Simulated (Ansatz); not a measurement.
## Au (P6_3/mmc), two-dimensional strain map

Level of theory: Ansatz, DFT r2SCAN, scalar-relativistic, plane waves, PAW. Cutoff 500 eV, Γ-centred 18×18×10 k-points, Gaussian smearing of 0.15 eV. Spin–orbit coupling is left out, which can shift energies with elements as heavy as these. No spin polarisation. Energies are free energies at this smearing, counted from the undisturbed cell; pressure is positive in compression.

The starting cell (as given, not relaxed at this level; it stands at -1.5 GPa; this form isn't the usual structure):

```
CELL_PARAMETERS angstrom
2.90000 0.00000 0.00000
-1.45000 2.51147 0.00000
0.00000 0.00000 4.88000
ATOMIC_POSITIONS crystal
Au 0.33333 0.66667 0.75000
Au 0.66667 0.33333 0.25000
```

The cell is strained by p along both x and y and by q along z, fractional coordinates fixed. Points are written (p, q).

Energy above the undisturbed cell in meV/atom (a dash: not computed):

```csv
p \ q,-0.030,-0.015,0.000,0.015,0.030
-0.030,59.5,39.7,25.9,17.6,13.9
-0.015,21.7,9.9,3.3,1.5,3.8
0.000,4.5,-0.2,0.0,4.2,12.1
0.015,4.3,6.2,12.5,–,35.4
0.030,18.2,25.9,37.8,52.9,70.7
```

Pressure in GPa:

```
 p \ q  -0.030  -0.015  0.000  0.015  0.030
-0.030    15.4    12.1    9.3    6.7    4.5
-0.015     8.7     5.9    3.4    1.1   -0.8
 0.000     3.2     0.7   -1.5   -3.4   -5.1
 0.015    -1.3    -3.5   -5.4      –   -8.5
 0.030    -5.0    -6.9   -8.6  -10.0  -11.2
```